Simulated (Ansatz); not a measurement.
Consider the following.

SbRu:
```yaml
crystal:
  lattice:
    - [5.87168, 0.00000, 0.00000]
    - [0.00000, 3.82298, 0.00000]
    - [0.00000, 0.00000, 6.59892]
  atoms:
    - { symbol: Ru, position: [0.00479, 0.25000, 0.20847] }
    - { symbol: Ru, position: [0.49521, 0.75000, 0.70847] }
    - { symbol: Ru, position: [0.50479, 0.25000, 0.29153] }
    - { symbol: Ru, position: [0.99521, 0.75000, 0.79153] }
    - { symbol: Sb, position: [0.20135, 0.25000, 0.58271] }
    - { symbol: Sb, position: [0.29865, 0.75000, 0.08271] }
    - { symbol: Sb, position: [0.70135, 0.25000, 0.91729] }
    - { symbol: Sb, position: [0.79865, 0.75000, 0.41729] }
```

This is the r²SCAN-relaxed structure.

**Question.** All from r²SCAN (plane waves, PAW; program Ansatz), unless another level is named. Give the electronic character.

**Answer.** metallic (no gap).

**Question.** Predict the formation energy from the elements (no fitted shifts).

**Answer.** -0.15 eV/atom.

**Question.** What about the density of states at the Fermi level?

**Answer.** 1.00 states/eV per atom (mean over ±0.08 eV).

Space group Pnma. The workflow started from an entry of the Crystallography Open Database (COD). Its standing as an ambient phase is unchecked. Symmetry was held in the r²SCAN relaxation; whether a distortion lowers the energy is not shown. No spin polarisation was allowed. The references are the lowest solids computed at this level, not always the standard phases. Spin–orbit coupling is left out wherever it is not named.

Potentials: the later of the program's two PAW sets.
